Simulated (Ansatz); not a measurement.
**Computed properties of As**

```yaml
crystal:
  lattice:
    - [1.87741, 1.08392, 3.70434]
    - [-1.87741, 1.08392, 3.70434]
    - [0.00000, -2.16785, 3.70434]
  atoms:
    - { symbol: As, position: [0.22443, 0.22443, 0.22443] }
    - { symbol: As, position: [0.77557, 0.77557, 0.77557] }
```

Atom numbers follow the list: As1, As2.

Structure from Materials Project entry mp-11 (possibly hypothetical), not relaxed further.

Level of theory: DFT, PBEsol, all-electron LAPW, scalar-relativistic (Ansatz 0.2.0).

Numerical set-up: a Γ-centred 12×12×12 k mesh, Fermi–Dirac smearing of 0.05 eV, basis error target 0.5 meV/atom, no spin polarisation.

```yaml
Pressure_at_this_cell: -14.0 kbar
Band_gap: "none: bands cross the Fermi level, a metal"
Stress_xx_yy_zz_compression_positive: -1.10, -1.10, -1.99 GPa
Largest_force: 0.168 eV/Å on As1
Density_of_states_at_the_Fermi_level_0.2_eV_bin: 0.19 states/eV per cell
Volume_per_atom: 22.61 Å³
```
